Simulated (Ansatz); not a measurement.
NbP:
Space group I4₁md (No. 109); a = 3.3470 Å, b = 3.3470 Å, c = 11.4278 Å, α = 90.00°, β = 90.00°, γ = 90.00°

```tsv
atom	site	symmetry	x	y	z
Nb	4a	2mm.	0.0000	0.5000	0.0000
P	4a	2mm.	0.0000	0.0000	0.3326
```
(The calculation used a cell of 4 atoms; values per cell refer to that cell.)

Relaxed at zero pressure with DFT-PBE in the program Ansatz with PAW potentials.

**Question.** The volume is lowered by 3 % and shape and atoms relax at that volume. What pressure results, and how do the axes share the change?

**Answer.** 6.0 GPa; a -0.8 %, b -0.8 %, c -1.4 %; the energy rises by 9 meV/atom.

**Question.** Give the new structure.

**Answer.** 
Space group I4₁md (No. 109); a = b = 3.319 Å, c = 11.271 Å, α = β = γ = 90.00°

| atom | site | symmetry | x | y | z |
|---|---|---|---|---|---|
| Nb | 4a | 2mm. | 0.0000 | 0.0000 | 0.7502 |
| P | 4a | 2mm. | 0.0000 | 0.0000 | 0.3324 |

The phase is kept; no other phase was compared at this pressure.

Space group I4_1md. Symmetry was held in the PBE relaxation; of distortions, only those at the zone centre were tested. No spin polarisation was allowed.

Potentials: the later of the program's two PAW sets.
